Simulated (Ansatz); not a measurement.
**CdSe: field gradients at two levels of theory**

Cell: an entry of the Crystallography Open Database (COD), its atoms then relaxed with PBE in this cell.

```
Cd Se
1.0
     4.30000    0.00000    0.00000
    -2.15000    3.72391    0.00000
     0.00000    0.00000    7.02000
Cd Se
2 2
Direct
  0.33333 0.66667 0.00486
  0.66667 0.33333 0.50486
  0.33333 0.66667 0.38014
  0.66667 0.33333 0.88014
```

Sites (sets of like atoms) are named by element and the number of their first atom in this list.

First run. Method: Kohn–Sham DFT in Ansatz, PBE, plane waves and PAW, scalar-relativistic, 420 eV cutoff, Γ-centred 8×8×4 k-points, Fermi–Dirac smearing 0.02 eV.

```
site  atom  V_zz (10²¹ V/m²)     η
  Cd     1             0.078  0.00
  Se     3              0.27  0.00
```

Second run. The same atoms and settings, except that spin–orbit coupling is included (fully relativistic PAW files).

Q: What does the second run give?

A: 

| site | atom | V_zz | η | change of V_zz |
| --- | --- | --- | --- | --- |
| Cd | 1 | 0.077 | 0.00 | 0.00 |
| Se | 3 | 0.27 | 0.00 | 0.00 |

No V_zz moves by more than 0.01.

For the first run: With a gap of 0.7 eV on this mesh, small gradients can still move by 0.1 × 10²¹ V/m² or more as the k-mesh gets denser.
For the second run: With a gap of 0.5 eV on this mesh, small gradients can still move by 0.1 × 10²¹ V/m² or more as the k-mesh gets denser.
